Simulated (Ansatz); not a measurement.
Ga$_{2}$O$_{3}$:
```cif
data_Ga2O3
_chemical_formula_sum 'Ga2 O3'
_space_group_name_H-M_alt 'P-3m1'
_space_group_IT_number 164
_space_group_name_Hall '-P 3 2"'
_cell_length_a 2.99335
_cell_length_b 2.99335
_cell_length_c 6.96967
_cell_angle_alpha 90.000
_cell_angle_beta 90.000
_cell_angle_gamma 120.000
loop_
_atom_site_label
_atom_site_type_symbol
_atom_site_symmetry_multiplicity
_atom_site_Wyckoff_symbol
_atom_site_fract_x
_atom_site_fract_y
_atom_site_fract_z
_atom_site_occupancy
Ga1 Ga 2 d 0.33333 0.66667 0.20015 1
O1 O 1 a 0.00000 0.00000 0.00000 1
O2 O 2 d 0.66667 0.33333 0.30498 1
```

Relaxed with PBEsol.

Task: Decompose the optical modes at the zone centre into irreducible representations, and say which are infrared and Raman allowed.

Result: Point group -3m: Γ_opt = 2A1g + 2A2u + 2Eg + 2Eu. Infrared: A2u, Eu. Raman: A1g, Eg.

Task: Assign frequencies (DFPT, plane-wave PAW PBEsol (Ansatz code); without the LO–TO term).

Result: Eu 86i, Eg 72, A1g 205, A2u 396, A1g 532, A2u 532, Eu 537, Eg 540 cm⁻¹.

A made-up cell: these elements were put on the sites of a structure type; neither database checked (COD, Materials Project) lists it. It is not the phase usual at ambient conditions (space group No. 12, 167). The cell was relaxed with PBEsol under the symmetry of its start. At this level the phase is dynamically unstable (imaginary phonons).

Potentials: the earlier of the program's two PAW sets. The files were generated under PBE; for other functionals the program regenerates the frozen cores, and for LDA and PBEsol the local potential too.
